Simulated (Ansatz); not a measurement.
**ScCu: a vibration from a frozen displacement**

All numbers below come from Ansatz 0.2.0, DFT LDA, scalar-relativistic, plane waves, PAW. The runs took a 420 eV cutoff, a Γ-centred 14×14×14 mesh and Gaussian smearing (0.15 eV). No spin polarisation. Energies are free energies at this smearing, counted from the undisturbed cell; pressure is positive in compression.

The undisturbed cell (as given, not relaxed at this level; it stands at -7.6 GPa, and it needn't be the usual structure):

```
Sc Cu
1.0
     3.25600    0.00000    0.00000
     0.00000    3.25600    0.00000
     0.00000    0.00000    3.25600
Sc Cu
1 1
Direct
  0.50000 0.50000 0.50000
  0.00000 0.00000 0.00000
```

Every Cu atom is moved by x along the Cartesian unit vector (0.000, 0.000, 1.000); the cell and all other atoms stay fixed. The cell's volume is 34.52 Å³; the moved atoms weigh 63.546 u together and the others 44.956 u.

| x (Å) | ΔE (meV/cell) | total force on the moved atoms along the move (eV/Å) | pressure (GPa) |
| --- | --- | --- | --- |
| -0.2000 | 53.79 | 0.5448 | -6.6097 |
| -0.1000 | 13.31 | 0.2671 | -7.3211 |
| 0.0000 | 0.00 | 0.0000 | -7.5604 |
| 0.0500 | 3.32 | -0.1329 | -7.5005 |
| 0.1500 | 30.08 | -0.4041 | -7.0236 |

Problem. What frequency belongs to this motion?

Solution. The force constant is k = −dF/dx = 2.662 eV/Å², from the parabola through x = -0.1000, 0 and 0.0500. In every cell the moved atoms swing against the rest, so the mass is μ = m₁m₂/(m₁ + m₂) = 26.329 u, and ν̃ = 521.5 cm⁻¹ × √(|k|/μ) = 166 cm⁻¹, at this cell's pressure of -7.6 GPa. To first order in x, and within 1 %, the force on every atom lies along the move and, within each of the two groups, in proportion to the atom's mass, so this is itself a mode at the zone centre of this cell.

Problem. How far does the harmonic law reach?

Solution. At x = -0.200 Å, kx²/2 = 53.25 meV against the computed 53.79 meV (+1.0 %): the well is still close to harmonic there.

In a metal these slopes depend on the k mesh and the smearing.